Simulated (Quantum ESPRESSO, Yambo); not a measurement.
K2NiF6 (space group Fm-3m, No. 225): one geometry, one set of norm-conserving PBEsol (Quantum ESPRESSO, 98 Ry, scalar-relativistic) orbitals, self-energies from Yambo (2×2×2 Γ-centred k mesh, bands 5 to 200 and a 7 Ry block in the screening, 200 bands in G with the Bruneval-Gonze terminator, plasmon pole fitted at 27.2 eV).

```json
[
 {"level": "PBEsol (Quantum ESPRESSO)", "gap X → X (eV)": "1.56"},
 {"level": "exchange only (Hartree-Fock self-energy on PBEsol orbitals)", "gap X → X (eV)": "…"},
 {"level": "static COHSEX@PBEsol", "gap X → X (eV)": "…"},
 {"level": "G0W0@PBEsol, plasmon pole", "gap X → X (eV)": "5.19"}
]
```

Q: Fill in the missing entries.

A: 
- exchange only (Hartree-Fock self-energy on PBEsol orbitals), gap X → X (eV): 15.56
- static COHSEX@PBEsol, gap X → X (eV): 6.55

Bare exchange has no screening and gives the widest gap; static COHSEX screens it but leaves out the frequency dependence, which G0W0 restores.

Nearest settings tried, and what they do to the gap: 134 bands in G: +11 meV; 134 bands in W, 134 bands in G: +27 meV; 6 Ry block (229 vectors against 307): +120 meV. Not varied: mesh. So the settings aren't converged at that level. The k mesh is coarse.

Geometry of the Materials Project entry, not relaxed at this level; primitive cell a = b = c = 5.659 Å, α = β = γ = 60.00°.

The structure is a Materials Project entry; no match was found in the copy of COD used, and its stability was not checked.

The runs are not spin-polarised; magnetic order was not tried.
